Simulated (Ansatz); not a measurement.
## RbTmS$_{2}$, first-principles data

RbTmS$_{2}$:
```
CELL_PARAMETERS angstrom
      2.02031     1.16643     7.58013
     -2.02031     1.16643     7.58013
      0.00000    -2.33285     7.58013
ATOMIC_POSITIONS crystal
  Tm 0.50000 0.50000 0.50000
  S  0.22953 0.22953 0.22953
  S  0.77047 0.77047 0.77047
  Rb 0.00000 0.00000 0.00000
```
The run is spin-polarised; directions of the spins, atom by atom: ↑ 0 0 0.

Space group R-3m (No. 166); conventional cell a = b = 4.0406 Å, c = 22.7404 Å, α = β = 90.00°, γ = 120.00°.

Method: the program Ansatz at the r²SCAN level (PAW). Geometry: relaxed at this level of theory. Other levels are named where they apply.

Cell and energy:

```yaml
volume_per_atom: 26.79 Å³
density: 4.93 g/cm³
```

Electronic structure:

```yaml
band_gap: 0.13 eV (indirect)
valence_band_maximum: at Γ
conduction_band_minimum: off the standard path, at k = (0.104, 0.438, -0.250) in fractions of the reciprocal vectors
smallest_direct_gap_on_the_standard_path: 0.29 eV
Hole effective mass, band 1 of 2 at the edge: 0.89 along x, 3.2 along z (mₑ)
Hole effective mass, band 2 of 2 at the edge: 0.28 along x, 3.2 along z (mₑ)
```

Magnetism:

```yaml
magnetic_order: ferromagnetic
net_moment: 0.50 μB per atom
```

The measured cell (COD 4030788; 293 K, pressure taken as ambient) has 26.64 Å³ per atom; the computed volume differs by 0.6 %, which includes thermal expansion and zero-point motion.

The workflow started from an entry of the Crystallography Open Database (COD, 293 K). Its standing as an ambient phase is unchecked. The cell was relaxed with r²SCAN under the symmetry of its start; its stability against distortions is not shown here. Spin order of the final state: ferromagnetic, the only order run, not a proven ground state. The cell computed holds one magnetic atom, so no antiferromagnetic order was within reach. The 4f shell is in the valence, and the state reached may lie above the lowest one. Other orbital occupations within this spin state were not tried. No Hubbard U is applied. Scalar-relativistic: spin–orbit coupling is off unless named, which matters more the heavier the elements.

Potentials: the later of the program's two PAW sets.
